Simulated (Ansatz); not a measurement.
The following input was run with Ansatz 0.2.0.

```yaml
crystal:
  lattice:
    - [6.756178013, 0.0, 0.0]
    - [0.0, 6.756178013, 0.0]
    - [0.0, 0.0, 6.756178013]
  atoms:
    - { symbol: Si, position: [0.2974743768, 0.2974743768, 0.2974743768] }
    - { symbol: Si, position: [0.2025256232, 0.7025256232, 0.7974743768] }
    - { symbol: Si, position: [0.7974743768, 0.2025256232, 0.7025256232] }
    - { symbol: Si, position: [0.7025256232, 0.7974743768, 0.2025256232] }
    - { symbol: Si, position: [1.028036162, 1.028036162, 1.028036162] }
    - { symbol: Si, position: [0.471963838, -0.028036162, 0.528036162] }
    - { symbol: Si, position: [0.528036162, 0.471963838, -0.028036162] }
    - { symbol: Si, position: [-0.028036162, 0.528036162, 0.471963838] }
    - { symbol: O, position: [0.1623593325, 0.1623593325, 0.1623593325] }
    - { symbol: O, position: [0.3376406675, 0.8376406675, 0.6623593325] }
    - { symbol: O, position: [0.6623593325, 0.3376406675, 0.8376406675] }
    - { symbol: O, position: [0.8376406675, 0.6623593325, 0.3376406675] }
    - { symbol: O, position: [0.6359109591, 0.678094271, 0.0108263464] }
    - { symbol: O, position: [0.8640890409, 0.321905729, 0.5108263464] }
    - { symbol: O, position: [0.1359109591, 0.821905729, 0.9891736536] }
    - { symbol: O, position: [0.3640890409, 0.178094271, 0.4891736536] }
    - { symbol: O, position: [0.0108263464, 0.6359109591, 0.678094271] }
    - { symbol: O, position: [0.5108263464, 0.8640890409, 0.321905729] }
    - { symbol: O, position: [0.9891736536, 0.1359109591, 0.821905729] }
    - { symbol: O, position: [0.4891736536, 0.3640890409, 0.178094271] }
    - { symbol: O, position: [0.678094271, 0.0108263464, 0.6359109591] }
    - { symbol: O, position: [0.321905729, 0.5108263464, 0.8640890409] }
    - { symbol: O, position: [0.821905729, 0.9891736536, 0.1359109591] }
    - { symbol: O, position: [0.178094271, 0.4891736536, 0.3640890409] }
basis:
  ecutwfc: 420
kpoints:
  mp_grid: { grid: [4, 4, 4] }
hamiltonian:
  xc: lda
scf:
  occupations: { method: gaussian, width: 0.02 }
output:
  forces: true
  stress: true
  eigenvalues: true
relax:
  adjacent_minimum: "off"
  f_tol: 0.01
  max_steps: 30
```

Command:
```bash
ansatz run input.yaml --threads 4 --pin off --max-ram 10240MiB --backend cpu --events-out ev --progress --plain --runs-dir out
```

Computed with DFT LDA, scalar-relativistic, plane waves, PAW (Ansatz 0.2.0).

From the run's log, abridged (final results; tables in files aren't shown):

```
SCF converged after 4 iterations
Free energy (F): -13781.149480 eV
Harris-Foulkes:  -13781.149480 eV  (|F-HF|=1.81e-8)
Internal energy: -13781.149480 eV  (E = F + TS)
E sigma→0 (E₀):  -13781.149480 eV
Fermi energy:    4.759612 eV
--- Per-component energies (eV) ---
  E_band       = -618.273215
  E_kinetic    = 3211.942476
  E_local      = -8255.279798  (includes V_loc(G=0)·N_el)
  E_nonlocal   = 1006.661716
  E_hartree    = 2969.299117
  E_xc         = -1609.295494
  E_vxc        = -1883.509816  (∫ρ·V_xc dr)
  E_paw        = -6265.052386  (= ΣΔE_a)
  E_vpaw       = -636.732980  (= ΣTr[D̂ρ^β])
  E_aug_tail   = 0.042646  (compensation charges beyond the density's cutoff)
  E_ewald      = -4841.693146
  E_core_change = 2.225390  (= ΣΔE_core)
  E_smearing   =  0.000000  (= −TS)
--- Forces (eV/Å), atoms counted from 1 ---
  atom   1  Si    -0.00075461    -0.00075461    -0.00075461
  atom   2  Si     0.00075461     0.00075461    -0.00075461
  atom   3  Si    -0.00075461     0.00075461     0.00075461
  atom   4  Si     0.00075461    -0.00075461     0.00075461
  atom   5  Si     0.00806955     0.00806955     0.00806955
  atom   6  Si    -0.00806955    -0.00806955     0.00806955
  atom   7  Si     0.00806955    -0.00806955    -0.00806955
  atom   8  Si    -0.00806955     0.00806955    -0.00806955
  atom   9  O      0.00452417     0.00452417     0.00452417
  atom  10  O     -0.00452417    -0.00452417     0.00452417
  atom  11  O      0.00452417    -0.00452417    -0.00452417
  atom  12  O     -0.00452417     0.00452417    -0.00452417
  atom  13  O     -0.00222653     0.00193155     0.00768116
  atom  14  O      0.00222653    -0.00193155     0.00768116
  atom  15  O     -0.00222653    -0.00193155    -0.00768116
  atom  16  O      0.00222653     0.00193155    -0.00768116
  atom  17  O      0.00768116    -0.00222653     0.00193155
  atom  18  O      0.00768116     0.00222653    -0.00193155
  atom  19  O     -0.00768116    -0.00222653    -0.00193155
  atom  20  O     -0.00768116     0.00222653     0.00193155
  atom  21  O      0.00193155     0.00768116    -0.00222653
  atom  22  O     -0.00193155     0.00768116     0.00222653
  atom  23  O     -0.00193155    -0.00768116    -0.00222653
  atom  24  O      0.00193155    -0.00768116     0.00222653
--- Stress (GPa, compression-positive) ---
        2.158063       0.000000       0.000000
        0.000000       2.158063       0.000000
        0.000000       0.000000       2.158063
  P = ⅓ Tr σ = 2.1581 GPa (21.581 kbar)
--- Band table (eV; the first three rows and the last of 11) ---
  k-point 0: bands = ["-17.3351", "-16.3068", "-16.3068", "-16.3068", "-16.2430", "-16.2430", "-16.2430", "-15.0792", "-15.0792", "-15.0792", "-15.0468", "-15.0447", "-15.0447", "-15.0161", "-15.0161", "-15.0161", "-7.3237", "-5.5777", "-5.5777", "-5.5777", "-5.0484", "-5.0484", "-5.0484", "-3.7034", "-3.7034", "-3.7034", "-3.3160", "-2.8508", "-2.8508", "-2.8508", "-2.7749", "-2.7749", "-1.2009", "-1.2009", "-1.2009", "-1.0801", "-1.0801", "-1.0801", "-0.9177", "-0.9177", "-0.4038", "-0.4038", "-0.4038", "-0.0995", "0.1492", "0.1492", "0.3501", "0.3501", "0.3501", "0.5779", "0.6658", "0.6658", "0.6658", "0.7779", "0.7779", "0.7779", "1.4546", "1.4546", "1.4546", "1.5866", "1.5866", "1.7758" ...
  k-point 1: bands = ["-17.2593", "-16.7002", "-16.2985", "-16.2795", "-16.2654", "-16.2480", "-15.8249", "-15.1353", "-15.0927", "-15.0770", "-15.0696", "-15.0541", "-15.0386", "-15.0345", "-15.0190", "-15.0168", "-7.1620", "-6.0977", "-5.5379", "-5.4623", "-5.1648", "-5.0597", "-4.5547", "-3.8089", "-3.6509", "-3.5884", "-3.3567", "-3.0117", "-2.9077", "-2.8762", "-2.8650", "-2.8154", "-1.2471", "-1.2349", "-1.1873", "-1.1781", "-1.0282", "-0.9152", "-0.8838", "-0.6946", "-0.4348", "-0.3522", "-0.2111", "-0.0419", "0.1066", "0.1770", "0.1988", "0.2514", "0.3594", "0.4498", "0.4878", "0.6139", "0.7497", "0.7911", "0.8926", "1.0695", "1.3335", "1.4047", "1.4310", "1.5155", "1.5831", "1.7014" ...
  k-point 2: bands = ["-17.0397", "-17.0397", "-16.2834", "-16.2834", "-16.2592", "-16.2592", "-15.4198", "-15.4198", "-15.0842", "-15.0842", "-15.0743", "-15.0743", "-15.0284", "-15.0284", "-15.0215", "-15.0215", "-6.7158", "-6.7158", "-5.4712", "-5.4712", "-5.1091", "-5.1091", "-4.0987", "-4.0987", "-3.4847", "-3.4847", "-3.3245", "-3.3245", "-2.9684", "-2.9684", "-2.8798", "-2.8798", "-1.2575", "-1.2575", "-1.2130", "-1.2130", "-0.9257", "-0.9257", "-0.5247", "-0.5247", "-0.4107", "-0.4107", "-0.1396", "-0.1396", "0.0435", "0.0435", "0.3093", "0.3093", "0.3438", "0.3438", "0.4506", "0.4506", "0.8389", "0.8389", "1.1129", "1.1129", "1.2339", "1.2339", "1.4437", "1.4437", "1.6756", "1.6756" ...
  k-point 10: bands = ["-16.7982", "-16.7982", "-16.7982", "-16.7982", "-15.7633", "-15.7633", "-15.7633", "-15.7633", "-15.0390", "-15.0390", "-15.0390", "-15.0390", "-15.0020", "-15.0020", "-15.0020", "-15.0020", "-6.3629", "-6.3629", "-6.3629", "-6.3629", "-4.1053", "-4.1053", "-4.1053", "-4.1053", "-3.3922", "-3.3922", "-3.3922", "-3.3922", "-3.1935", "-3.1935", "-3.1935", "-3.1935", "-1.3451", "-1.3451", "-1.3451", "-1.3451", "-0.6421", "-0.6421", "-0.6421", "-0.6421", "-0.2411", "-0.2411", "-0.2411", "-0.2411", "0.2227", "0.2227", "0.2227", "0.2227", "0.3759", "0.3759", "0.3759", "0.3759", "0.8956", "0.8956", "0.8956", "0.8956", "1.3117", "1.3117", "1.3117", "1.3117", "1.7904", "1.7904 ...
--- Relaxed structure (5 steps of the walk, 5 accepted, 0 SCFs on fresh bases) ---
  F+E_penalty+E_count = -13781.14948008 eV   max|allowed force component| = 8.070e-3 eV/Å
  atoms:
    - { symbol: Si, position: [0.30203064, 0.30203064, 0.30203064] }
    - { symbol: Si, position: [0.19796935, 0.69796935, 0.80203064] }
    - { symbol: Si, position: [0.80203064, 0.19796935, 0.69796935] }
    - { symbol: Si, position: [0.69796935, 0.80203064, 0.19796935] }
    - { symbol: Si, position: [1.02986201, 1.02986201, 1.02986201] }
    - { symbol: Si, position: [0.47013798, -0.02986201, 0.52986201] }
    - { symbol: Si, position: [0.52986201, 0.47013798, -0.02986201] }
    - { symbol: Si, position: [-0.02986201, 0.52986201, 0.47013798] }
    - { symbol: O, position: [0.16545558, 0.16545558, 0.16545558] }
    - { symbol: O, position: [0.33454441, 0.83454441, 0.66545558] }
    - { symbol: O, position: [0.66545558, 0.33454441, 0.83454441] }
    - { symbol: O, position: [0.83454441, 0.66545558, 0.33454441] }
    - { symbol: O, position: [0.63410674, 0.68232602, 0.00233834] }
    - { symbol: O, position: [0.86589325, 0.31767397, 0.50233834] }
    - { symbol: O, position: [0.13410674, 0.81767397, 0.99766165] }
    - { symbol: O, position: [0.36589325, 0.18232602, 0.49766165] }
    - { symbol: O, position: [0.00233834, 0.63410674, 0.68232602] }
    - { symbol: O, position: [0.50233834, 0.86589325, 0.31767397] }
    - { symbol: O, position: [0.99766165, 0.13410674, 0.81767397] }
    - { symbol: O, position: [0.49766165, 0.36589325, 0.18232602] }
    - { symbol: O, position: [0.68232602, 0.00233834, 0.63410674] }
    - { symbol: O, position: [0.31767397, 0.50233834, 0.86589325] }
    - { symbol: O, position: [0.81767397, 0.99766165, 0.13410674] }
    - { symbol: O, position: [0.18232602, 0.49766165, 0.36589325] }
```

The relaxation met its thresholds.

The run took 21 s on 4 threads of Oxide Virtual Turin-like Processor (Zen 5), with other jobs on the host, peak memory 0.92 GiB.